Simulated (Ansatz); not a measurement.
Crystals of one structure type (rock salt) and one family of elements, relaxed and computed with the program Ansatz at the PBE level (PAW).

| crystal | V (Å³/atom) | B₀ by P(V) fit (GPa) |
|---|---|---|
| TiC | 10.17 | 250 |
| HfC | 12.58 | 233 |
| TiSi | 16.52 | 114 |
| TiGe | 17.51 | 109 |
| HfSi | 19.20 | 117 |
| ZrSi | 19.65 | 113 |
| ZrGe | 20.56 | ? |

**Question.** Fit a straight line to ln B₀ against ln V and predict the withheld value.

**Answer.** Least squares on the 6 shown rows: ln B₀ = -1.41 × ln V + (8.848), with a scatter of 12 %. For ZrGe this gives 98.0. The run itself gave 110, within the scatter.

Constructed cells (a structure type filled with these elements, in neither database checked): TiSi, rock salt; TiGe, rock salt; HfSi, rock salt; ZrSi, rock salt; ZrGe, rock salt. All cells were relaxed under the symmetry of their starts (and spin orders); stability against distortions was not tested throughout. Rows with no word on spin ran without spin polarisation. Spin–orbit coupling is left out wherever it is not named.

Potentials: the later of the program's two PAW sets.
